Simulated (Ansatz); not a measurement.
B:
Space group R-3m, hexagonal axes (No. 166); a = b = 4.8764 Å, c = 12.4994 Å, α = β = 90.00°, γ = 120.00°

```
atom  site  symmetry       x       y       z
----  ----  --------  ------  ------  ------
B      18h        .m  0.2379  0.1189  0.1083
B      18h        .m  0.1973  0.3945  0.0243
```
(The calculation used a cell of 12 atoms; values per cell refer to that cell.)

Relaxed with PBEsol.

### Question
Which orbitals make up the states near the band edges in the program Ansatz at the PBEsol level (PAW)?

### Answer
Top 1 eV of the valence band: B 2p 95 %. Bottom 1 eV of the conduction band: B 2p 81 %, B 2s 16 %. Projections are on Löwdin-orthogonalised atomic valence shells; empty p or d shells of many metals are not among them.

### Question
Tabulate the density of states.

### Answer
States/eV per cell of 12 atoms, in 0.25 eV bins, energy from the valence-band maximum.

| E (eV) | total | B 2p | B 2s |
|---|---|---|---|
| -7.86 | 2.39 | 1.84 | 0.52 |
| -7.61 | 3.01 | 2.28 | 0.70 |
| -7.36 | 2.60 | 1.99 | 0.59 |
| -7.11 | 2.52 | 1.94 | 0.56 |
| -6.86 | 3.38 | 2.65 | 0.71 |
| -6.61 | 2.70 | 2.13 | 0.55 |
| -6.36 | 2.79 | 2.22 | 0.55 |
| -6.11 | 2.93 | 2.38 | 0.53 |
| -5.86 | 3.23 | 2.69 | 0.52 |
| -5.61 | 3.76 | 3.26 | 0.48 |
| -5.36 | 3.86 | 3.45 | 0.39 |
| -5.11 | 1.65 | 1.46 | 0.18 |
| -4.86 | 1.22 | 1.09 | 0.12 |
| -4.61 | 1.45 | 1.30 | 0.14 |
| -4.36 | 2.54 | 2.25 | 0.28 |
| -4.11 | 4.62 | 4.09 | 0.52 |
| -3.86 | 5.49 | 4.95 | 0.51 |
| -3.61 | 3.35 | 3.03 | 0.31 |
| -3.36 | 5.07 | 4.58 | 0.47 |
| -3.11 | 4.54 | 4.11 | 0.42 |
| -2.86 | 3.63 | 3.28 | 0.33 |
| -2.61 | 4.95 | 4.42 | 0.51 |
| -2.36 | 4.26 | 3.89 | 0.36 |
| -2.11 | 4.68 | 4.27 | 0.39 |
| -1.86 | 6.43 | 5.96 | 0.44 |
| -1.61 | 2.58 | 2.34 | 0.23 |
| -1.36 | 2.08 | 1.89 | 0.18 |
| -1.11 | 1.75 | 1.62 | 0.13 |
| -0.86 | 1.43 | 1.34 | 0.08 |
| -0.61 | 0.52 | 0.50 | 0.02 |
| -0.36 | 0.15 | 0.15 | 0.00 |
| -0.11 | 0.03 | 0.03 | 0.00 |
| 0.14 | 0.00 | 0.00 | 0.00 |
| 0.39 | 0.00 | 0.00 | 0.00 |
| 0.64 | 0.00 | 0.00 | 0.00 |
| 0.89 | 0.00 | 0.00 | 0.00 |
| 1.14 | 0.00 | 0.00 | 0.00 |
| 1.39 | 0.61 | 0.49 | 0.10 |
| 1.64 | 3.26 | 2.59 | 0.57 |
| 1.89 | 2.17 | 1.76 | 0.34 |
| 2.14 | 1.37 | 1.13 | 0.20 |
| 2.39 | 1.19 | 0.96 | 0.18 |
| 2.64 | 1.28 | 0.97 | 0.27 |
| 2.89 | 3.22 | 2.40 | 0.71 |
| 3.14 | 4.25 | 3.14 | 0.97 |
| 3.39 | 2.77 | 2.18 | 0.49 |
| 3.64 | 2.14 | 1.66 | 0.40 |
| 3.89 | 3.28 | 2.47 | 0.67 |
| 4.14 | 2.52 | 1.88 | 0.51 |
| 4.39 | 2.45 | 1.82 | 0.49 |
| 4.64 | 2.07 | 1.52 | 0.44 |
| 4.89 | 3.14 | 2.15 | 0.84 |
| 5.14 | 4.57 | 3.14 | 1.16 |
| 5.39 | 3.24 | 2.29 | 0.73 |
| 5.64 | 3.47 | 2.44 | 0.76 |
| 5.89 | 2.83 | 1.99 | 0.62 |
| 6.14 | 1.95 | 1.36 | 0.44 |

The cell was relaxed with PBEsol under the symmetry of its start.

Potentials: the later of the program's two PAW sets.
